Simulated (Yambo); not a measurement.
Yambo run on AlN (wurtzite, space group P6_3mc, No. 186). The wavefunctions are PBEsol (pw.x of Quantum ESPRESSO, ONCV potentials, scalar-relativistic) ones on a 6×6×4 mesh (8 occupied bands); a = 3.113 Å, b = 3.113 Å, c = 4.983 Å, α = 90.00°, β = 90.00°, γ = 120.00°.

Yambo input:

```
rim_cut
gw0
dyson
el_el_corr
HF_and_locXC
ppa
em1d
RandQpts= 1000000
RandGvec= 1 Ry
EXXRLvcs= 84 Ry
VXCRLvcs= 336 Ry
Chimod= "HARTREE"
% BndsRnXp
 1 | 77 |
%
NGsBlkXp= 3 Ry
% LongDrXp
 1.0 | 1.0 | 1.0 |
%
PPAPntXp= 27.2114 eV
% GbndRnge
 1 | 77 |
%
GTermKind= "BG"
DysSolver= "n"
ExtendOut
% QPkrange
 1 | 1 | 8 | 9 |
%
```

k points by index: 1 = Γ.

The o-*.qp file then holds:

```
#    K-point    Band    Eo [eV]    E [eV]    E-Eo [eV]    Vxc [eV]    Vnlxc [eV]    Sc|Eo [eV]    Sc|E [eV]    dSc/dw|Eo [eV]    Re(Z)    Im(Z)
#
    1    8    0.000000    -0.535237    -0.535237    -16.89140    -20.88341    3.327496    3.456775    -6.571250    0.805483    -0.001181
    1    9    4.104534    4.690611    0.586077    -12.64570    -8.157771    -3.782364    -3.901852    -5.546924    0.830670    -0.001022
```
(The two width columns are left out.) Convergence of these settings isn't established.

Geometry relaxed with PBEsol.
